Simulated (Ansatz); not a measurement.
ZnCu2GeS4:
```xyz
8
Lattice="-2.6057 2.6057 5.1885 2.6057 -2.6057 5.1885 2.6057 2.6057 -5.1885" Properties=species:S:1:pos:R:3 pbc="T T T"
Cu     0.0000     0.0000     0.0000
Cu     0.0000     2.6057     2.5943
Zn     2.6057     0.0000     2.5943
Ge     0.0000     0.0000     5.1885
S      1.2779     1.3294     3.9017
S      1.3278     1.2763    -1.2868
S      1.3294    -1.2779     6.4753
S      1.2763     3.8836     1.2868
```

Relaxed with LDA.

**Question.** Decompose the optical modes at the zone centre into irreducible representations, and say which are infrared and Raman allowed.

**Answer.** Point group -4: Γ_opt = 3A + 6B + 6E. Infrared: B, E. Raman: A, B, E.

**Question.** Assign frequencies (DFPT, the program Ansatz at the LDA level (PAW); without the LO–TO term).

**Answer.** E 85, B 103, B 116, E 120, E 180, B 199, B 280, E 293, A 313, A 316, E 319, A 343, B 353, E 361, B 372 cm⁻¹.

Subscripts of B labels follow the axes of the standard setting.

Space group I-4. The LDA relaxation kept the symmetry of its start. The run is not spin-polarised.

Potentials: the later of the program's two PAW sets.
